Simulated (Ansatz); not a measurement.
How VSi answers to pressure

Space group F-43m (No. 216). a = 5.529 Å, b = 5.529 Å, c = 5.529 Å, α = 90.00°, β = 90.00°, γ = 90.00°
```csv
atom,site,symmetry,x,y,z
V,4a,-43m,0.0000,0.0000,0.0000
Si,4d,-43m,0.2500,0.2500,0.7500
```

The runs use the primitive cell with vectors (0.000, 2.765, 2.765), (2.765, 0.000, 2.765), (2.765, 2.765, 0.000) Å, to which the k mesh refers.

The structure comes from a relaxation in the same program, started in the zincblende type, and has space group F-43m. Whether it is a known phase or the ground state wasn't checked.

The magnetic state is the one reached from the start moments; no search over orders was made, so it needn't be the ground state.

Method: DFT, PBE, all-electron LAPW, scalar-relativistic (Ansatz 0.2.0).

Numerical set-up: a Γ-centred 11×11×11 k mesh, Fermi–Dirac smearing of 0.05 eV, basis error target 1 meV/atom, spin-polarised from start moments V1 1.5 μB.

The cell is scaled evenly with fractional coordinates held.

```tsv
V/V(cell)	P (GPa)	cell moment (μB)
0.9405	4.98	0.374
0.9700	2.28	0.448
1.0000	-0.01	0.555
1.0300	-1.83	0.710
```

Task: From the rows at 0.9700 and 1.0300, what is the bulk modulus at the cell's volume?

Result: B = −ΔP/Δln V = −[(-1.83) − (2.28)]/0.06002 = 68.5 GPa.

In a magnetic metal the moment, and with it the modulus, depend on the k mesh by some per cent, and the slopes vary along the table.

Task: How does the moment scale with volume?

Result: dln M/dln V = ln(0.710/0.448)/0.06002 = 7.7: expansion raises it.

Task: Predict the row at V/V(cell) = 1.0600. How far is a linear estimate of P off?

Result: P = -3.32 GPa, moment 0.846 μB. The linear estimate P(cell) − B ln(V/V(cell)) = -4.00 GPa misses by 0.68 GPa, since the modulus falls on expansion.
